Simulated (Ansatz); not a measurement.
AlN (CsCl type, Pm-3m) at seven volumes, the program Ansatz at the PBEsol level (PAW), scaled uniformly. One row is withheld.

| V (Å³/atom) | P (GPa) |
|---|---|
| 7.938 | 23.36 |
| 8.200 | 14.33 |
| 8.461 | 6.61 |
| 8.723 | 0.00 |
| 8.985 | ? |
| 9.246 | -10.47 |
| 9.508 | -14.61 |

Task: Fit the shown pressures and predict the withheld one.

Result: P = (3/2)B₀(x^(7/2) − x^(5/2))[1 + (3/4)(B′ − 4)(x − 1)] with x = (V₀/V)^(2/3). Least squares on the six rows gives V₀ = 8.723 Å³/atom, B₀ = 203 GPa, B′ = 4.19. At V = 8.985, x = 0.9805 and P = -5.65 GPa. The run itself gave -5.64 GPa.

The cell is a constructed one: a structure type filled with these elements; neither database checked (COD, Materials Project) lists it. It is not the phase usual at ambient conditions (space group No. 186, 216). The PBEsol relaxation kept the symmetry of its start. At this level the phase is mechanically unstable.

Potentials: the later of the program's two PAW sets.
